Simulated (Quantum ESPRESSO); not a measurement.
# Mg7ZnO8: finding a planted mistake in a log

Simulated, not a measurement. The program is pw.x of Quantum ESPRESSO 7.5 (plane-wave density functional theory). The cell is made up: 16 atoms on a doubled zincblende/diamond lattice, with randomly drawn elements, strain and displacements, not relaxed. PseudoDojo standard norm-conserving files (v0.5 for PBE, v0.4.1 for LDA and PBEsol) set the functional; there is no spin polarisation, spin-orbit coupling or dispersion term, and the masses in the input are unused placeholders.

Intended input:

```
&control calculation='scf', pseudo_dir='./dojo.nc.sr.pbe.v0_5.standard.upf', outdir='./o', disk_io='low', tprnfor=.true., tstress=.true. /
&system ibrav=0, nat=16, ntyp=3, nbnd=75, ecutwfc=84.00895049, nosym=.true., tot_charge=0,
 occupations='smearing', smearing='fd', degauss=0.0018374661
/
&electrons conv_thr=7.350e-09, electron_maxstep=60, /
ATOMIC_SPECIES
Mg 1.0 Mg.upf
O 1.0 O.upf
Zn 1.0 Zn.upf
CELL_PARAMETERS angstrom
4.6097 0.0 0.0
0.0 4.6097 0.0
0.0 0.0 9.2194
ATOMIC_POSITIONS angstrom
Mg -0.0186 -0.1314 0.0524
Mg 0.0404 2.32 2.2695
Mg 2.16 -0.0691 2.1243
Zn 2.3492 2.354 -0.0169
Mg 0.0747 0.0067 4.5507
Mg 0.0348 2.3026 6.9649
Mg 2.3547 -0.0465 6.7637
Mg 2.3508 2.3085 4.623
O 1.1063 1.2638 1.1
O 1.2323 3.4754 3.4206
O 3.5253 0.9953 3.4158
O 3.5322 3.4489 1.3199
O 1.1544 1.0351 5.5635
O 1.3433 3.1168 7.9414
O 3.5306 1.3705 8.1497
O 3.5988 3.4633 5.8702
K_POINTS automatic
5 5 3 1 1 1
```

The log is shortened where brackets say so; the opening notice, blank lines, dates and the lines on written files are dropped, and the path of the files is cut. It prints rydbergs, bohrs and kilobars, and counts compression as positive stress. Where no state is partly filled, the Fermi energy that it prints is only some level between the filled and the empty states on the mesh, and need not lie in the true gap.

Log of the intended run:

```
     Program PWSCF v.7.5
     Parallel version (MPI & OpenMP), running on       4 processor cores
     Number of MPI processes:                 4
     Threads/MPI process:                     1
     [start-up lines left out]
     bravais-lattice index     =            0
     lattice parameter (alat)  =       8.7111  a.u.
     unit-cell volume          =    1322.0400 (a.u.)^3
     number of atoms/cell      =           16
     number of atomic types    =            3
     number of electrons       =       138.00
     number of Kohn-Sham states=           75
     kinetic-energy cutoff     =      84.0090  Ry
     charge density cutoff     =     336.0358  Ry
     scf convergence threshold =      7.3E-09
     mixing beta               =       0.7000
     number of iterations used =            8  plain     mixing
     Exchange-correlation= PBE
                           (   1   4   3   4   0   0   0)
     [axes and pseudopotential details left out]
   Cartesian axes
     site n.     atom                  positions (alat units)
         1        Mg     tau(   1) = (  -0.0040350  -0.0285051   0.0113673  )
         2        Mg     tau(   2) = (   0.0087641   0.5032865   0.4923314  )
         3        Mg     tau(   3) = (   0.4685771  -0.0149901   0.4608326  )
         4        Zn     tau(   4) = (   0.5096210   0.5106623  -0.0036662  )
         5        Mg     tau(   5) = (   0.0162050   0.0014535   0.9872009  )
         6        Mg     tau(   6) = (   0.0075493   0.4995119   1.5109226  )
         7        Mg     tau(   7) = (   0.5108142  -0.0100874   1.4672755  )
         8        Mg     tau(   8) = (   0.5099681   0.5007918   1.0028852  )
         9        O      tau(   9) = (   0.2399939   0.2741610   0.2386272  )
        10        O      tau(  10) = (   0.2673276   0.7539319   0.7420440  )
        11        O      tau(  11) = (   0.7647569   0.2159143   0.7410027  )
        12        O      tau(  12) = (   0.7662538   0.7481832   0.2863310  )
        13        O      tau(  13) = (   0.2504284   0.2245482   1.2069115  )
        14        O      tau(  14) = (   0.2914072   0.6761394   1.7227585  )
        15        O      tau(  15) = (   0.7659067   0.2973079   1.7679459  )
        16        O      tau(  16) = (   0.7807016   0.7513070   1.2734451  )
     number of k points=    38  Fermi-Dirac smearing, width (Ry)=  0.0018
                       cart. coord. in units 2pi/alat
        k(    1) = (   0.1000000   0.1000000   0.0833333), wk =   0.0533333
        k(    2) = (   0.1000000   0.1000000  -0.2500000), wk =   0.0533333
     [further k points left out]
     Dense  grid:   137461 G-vectors     FFT dimensions: (  54,  54, 108)
     Estimated max dynamical RAM per process >     434.59 MB
     Estimated total dynamical RAM >       1.60 GB
     Initial potential from superposition of free atoms
     starting charge     137.9942, renormalised to     138.0000
     Starting wfcs are   77 randomized atomic wfcs
     total cpu time spent up to now is        5.8 secs
     per-process dynamical memory:   332.1 Mb
     Self-consistent Calculation
     iteration #  1     ecut=    84.01 Ry     beta= 0.70
     Davidson diagonalization with overlap
     ethr =  1.00E-02,  avg # of iterations =  4.9
     total cpu time spent up to now is       21.4 secs
     total energy              =   -1513.41391136 Ry
     estimated scf accuracy    <       4.76480398 Ry
     iteration #  2     ecut=    84.01 Ry     beta= 0.70
     Davidson diagonalization with overlap
     ethr =  3.45E-03,  avg # of iterations =  3.0
     total cpu time spent up to now is       37.3 secs
     total energy              =   -1514.47060277 Ry
     estimated scf accuracy    <       6.21481150 Ry
     [iterations 3 to 11 left out]
     iteration # 12     ecut=    84.01 Ry     beta= 0.70
     Davidson diagonalization with overlap
     ethr =  5.66E-11,  avg # of iterations =  2.4
     total cpu time spent up to now is      177.2 secs
     total energy              =   -1515.62790650 Ry
     estimated scf accuracy    <       0.00000002 Ry
     iteration # 13     ecut=    84.01 Ry     beta= 0.70
     Davidson diagonalization with overlap
     ethr =  1.78E-11,  avg # of iterations =  2.0
     total cpu time spent up to now is      189.9 secs
     End of self-consistent calculation
     [lines on levels left out]
     the Fermi energy is     7.1219 ev
!    total energy              =   -1515.62790650 Ry
     estimated scf accuracy    <          3.4E-09 Ry
     smearing contrib. (-TS)   =       0.00000000 Ry
     internal energy E=F+TS    =   -1515.62790650 Ry
     The total energy is F=E-TS. E is the sum of the following terms:
     one-electron contribution =   -1055.07133828 Ry
     hartree contribution      =     553.27520543 Ry
     xc contribution           =    -224.35944549 Ry
     ewald contribution        =    -789.47232816 Ry
     convergence has been achieved in  13 iterations
     Forces acting on atoms (cartesian axes, Ry/au):
     atom    1 type  1   force =     0.00867191    0.04782360   -0.02989997
     atom    2 type  1   force =    -0.00569906   -0.03998000    0.06845953
     atom    3 type  1   force =     0.04927509    0.04472812    0.05591820
     atom    4 type  3   force =     0.03046950   -0.02820591    0.08553357
     atom    5 type  1   force =    -0.04276100   -0.05786923   -0.03345892
     atom    6 type  1   force =     0.00169659   -0.04414818   -0.06039163
     atom    7 type  1   force =    -0.01875651    0.02533905    0.04248939
     atom    8 type  1   force =     0.02013987   -0.01192901   -0.03098513
     atom    9 type  2   force =     0.01526326   -0.06288592   -0.01752056
     atom   10 type  2   force =    -0.01423879   -0.03274852    0.00678906
     atom   11 type  2   force =    -0.03481449    0.05448202   -0.01761559
     atom   12 type  2   force =    -0.03060945    0.02337359   -0.07103778
     atom   13 type  2   force =     0.05324474    0.06067085    0.09330553
     atom   14 type  2   force =    -0.03715184    0.15934954   -0.02036367
     atom   15 type  2   force =     0.01493210   -0.13091480   -0.01838882
     atom   16 type  2   force =    -0.00966190   -0.00708519   -0.05283319
     Total force =     0.349646     Total SCF correction =     0.000088
     Computing stress (Cartesian axis) and pressure
          total   stress  (Ry/bohr**3)                   (kbar)     P=       42.61
   0.00043093  -0.00011171   0.00010613           63.39      -16.43       15.61
  -0.00011171   0.00012964  -0.00009111          -16.43       19.07      -13.40
   0.00010613  -0.00009111   0.00030849           15.61      -13.40       45.38
     init_run     :      5.31s CPU      5.59s WALL (       1 calls)
     electrons    :    179.75s CPU    184.18s WALL (       1 calls)
     forces       :      2.27s CPU      2.30s WALL (       1 calls)
     stress       :      7.80s CPU      8.02s WALL (       1 calls)
     [timing details left out]
     PWSCF        :   3m15.37s CPU   3m20.47s WALL
     JOB DONE.
```

A second run was made from an input with one planted mistake. Its log:

```
     Program PWSCF v.7.5
     Parallel version (MPI & OpenMP), running on       4 processor cores
     Number of MPI processes:                 4
     Threads/MPI process:                     1
     [start-up lines left out]
     bravais-lattice index     =            0
     lattice parameter (alat)  =       8.7111  a.u.
     unit-cell volume          =    1322.0400 (a.u.)^3
     number of atoms/cell      =           16
     number of atomic types    =            3
     number of electrons       =       138.00
     number of Kohn-Sham states=           75
     kinetic-energy cutoff     =      84.0090  Ry
     charge density cutoff     =     336.0358  Ry
     scf convergence threshold =      7.3E-09
     mixing beta               =       0.7000
     number of iterations used =            8  plain     mixing
     Exchange-correlation= PBE
                           (   1   4   3   4   0   0   0)
     [axes and pseudopotential details left out]
   Cartesian axes
     site n.     atom                  positions (alat units)
         1        Mg     tau(   1) = (  -0.0040350  -0.0285051   0.0113673  )
         2        Mg     tau(   2) = (   0.0087641   0.5032865   0.4923314  )
         3        Mg     tau(   3) = (   0.4685771  -0.0149901   0.4608326  )
         4        Mg     tau(   4) = (   0.5096210   0.5106623  -0.0036662  )
         5        Zn     tau(   5) = (   0.0162050   0.0014535   0.9872009  )
         6        Mg     tau(   6) = (   0.0075493   0.4995119   1.5109226  )
         7        Mg     tau(   7) = (   0.5108142  -0.0100874   1.4672755  )
         8        Mg     tau(   8) = (   0.5099681   0.5007918   1.0028852  )
         9        O      tau(   9) = (   0.2399939   0.2741610   0.2386272  )
        10        O      tau(  10) = (   0.2673276   0.7539319   0.7420440  )
        11        O      tau(  11) = (   0.7647569   0.2159143   0.7410027  )
        12        O      tau(  12) = (   0.7662538   0.7481832   0.2863310  )
        13        O      tau(  13) = (   0.2504284   0.2245482   1.2069115  )
        14        O      tau(  14) = (   0.2914072   0.6761394   1.7227585  )
        15        O      tau(  15) = (   0.7659067   0.2973079   1.7679459  )
        16        O      tau(  16) = (   0.7807016   0.7513070   1.2734451  )
     number of k points=    38  Fermi-Dirac smearing, width (Ry)=  0.0018
                       cart. coord. in units 2pi/alat
        k(    1) = (   0.1000000   0.1000000   0.0833333), wk =   0.0533333
        k(    2) = (   0.1000000   0.1000000  -0.2500000), wk =   0.0533333
     [further k points left out]
     Dense  grid:   137461 G-vectors     FFT dimensions: (  54,  54, 108)
     Estimated max dynamical RAM per process >     434.59 MB
     Estimated total dynamical RAM >       1.60 GB
     Initial potential from superposition of free atoms
     starting charge     137.9942, renormalised to     138.0000
     Starting wfcs are   77 randomized atomic wfcs
     total cpu time spent up to now is        5.5 secs
     per-process dynamical memory:   321.5 Mb
     Self-consistent Calculation
     iteration #  1     ecut=    84.01 Ry     beta= 0.70
     Davidson diagonalization with overlap
     ethr =  1.00E-02,  avg # of iterations =  5.1
     total cpu time spent up to now is       19.8 secs
     total energy              =   -1513.41748437 Ry
     estimated scf accuracy    <       4.75834563 Ry
     iteration #  2     ecut=    84.01 Ry     beta= 0.70
     Davidson diagonalization with overlap
     ethr =  3.45E-03,  avg # of iterations =  3.0
     total cpu time spent up to now is       33.6 secs
     total energy              =   -1514.49972515 Ry
     estimated scf accuracy    <       6.10801612 Ry
     [iterations 3 to 10 left out]
     iteration # 11     ecut=    84.01 Ry     beta= 0.70
     Davidson diagonalization with overlap
     ethr =  2.21E-10,  avg # of iterations =  2.0
     total cpu time spent up to now is      154.4 secs
     total energy              =   -1515.62371491 Ry
     estimated scf accuracy    <       0.00000002 Ry
     iteration # 12     ecut=    84.01 Ry     beta= 0.70
     Davidson diagonalization with overlap
     ethr =  1.15E-11,  avg # of iterations =  2.1
     total cpu time spent up to now is      168.2 secs
     End of self-consistent calculation
     [lines on levels left out]
     the Fermi energy is     7.1396 ev
!    total energy              =   -1515.62371491 Ry
     estimated scf accuracy    <          7.3E-09 Ry
     smearing contrib. (-TS)   =       0.00000000 Ry
     internal energy E=F+TS    =   -1515.62371491 Ry
     The total energy is F=E-TS. E is the sum of the following terms:
     one-electron contribution =   -1051.33214826 Ry
     hartree contribution      =     551.63151983 Ry
     xc contribution           =    -224.36256294 Ry
     ewald contribution        =    -791.56052354 Ry
     convergence has been achieved in  12 iterations
     Forces acting on atoms (cartesian axes, Ry/au):
     atom    1 type  1   force =     0.01038591    0.05355628   -0.03272288
     atom    2 type  1   force =    -0.00513166   -0.03923502    0.07661571
     atom    3 type  1   force =     0.04711950    0.04867714    0.06626330
     atom    4 type  1   force =     0.03166894   -0.04348187    0.07657628
     atom    5 type  3   force =    -0.04551099   -0.05118440   -0.03410871
     atom    6 type  1   force =     0.00270268   -0.04378733   -0.06400392
     atom    7 type  1   force =    -0.01866711    0.02448856    0.03720999
     atom    8 type  1   force =     0.02181506   -0.00867547   -0.02839075
     atom    9 type  2   force =     0.02422967   -0.05530723   -0.02416267
     atom   10 type  2   force =    -0.00527904   -0.04297467   -0.00512755
     atom   11 type  2   force =    -0.04268296    0.05716753   -0.02665221
     atom   12 type  2   force =    -0.04177740    0.01670599   -0.08365996
     atom   13 type  2   force =     0.06200142    0.06850211    0.10098505
     atom   14 type  2   force =    -0.02739918    0.15625573   -0.00566214
     atom   15 type  2   force =     0.00576376   -0.12312733   -0.00875299
     atom   16 type  2   force =    -0.01923861   -0.01758001   -0.04440653
     Total force =     0.357205     Total SCF correction =     0.000140
     Computing stress (Cartesian axis) and pressure
          total   stress  (Ry/bohr**3)                   (kbar)     P=       42.78
   0.00043177  -0.00010407   0.00009810           63.52      -15.31       14.43
  -0.00010407   0.00014375  -0.00008439          -15.31       21.15      -12.41
   0.00009810  -0.00008439   0.00029684           14.43      -12.41       43.67
     init_run     :      5.17s CPU      5.44s WALL (       1 calls)
     electrons    :    158.65s CPU    162.72s WALL (       1 calls)
     forces       :      2.39s CPU      2.44s WALL (       1 calls)
     stress       :      8.58s CPU      8.75s WALL (       1 calls)
     [timing details left out]
     PWSCF        :   2m55.00s CPU   2m59.62s WALL
     JOB DONE.
```

Question: what was wrong in the second input?

Answer: two atoms have their elements exchanged. The input lines that differ, file-writing options aside:

```
- Zn 2.3492 2.354 -0.0169
+ Mg 2.3492 2.354 -0.0169
- Mg 0.0747 0.0067 4.5507
+ Zn 0.0747 0.0067 4.5507
```

```
                                            intended run  run with the mistake
                          free energy (eV)    -20621.168            -20621.111
                    smearing term -TS (eV)        0.0000                0.0000
                            pressure (GPa)          4.26                  4.28
            largest force component (eV/Å)         4.097                 4.017
largest change of a force component (eV/Å)                               0.393
                                iterations            13                    12
```

For scale, a rerun of the intended cell at 1437 eV and a 7 x 7 x 5 mesh moved values by no more than 0.007 eV in energy, 0.05 GPa in stress and 0.005 eV/Å in force.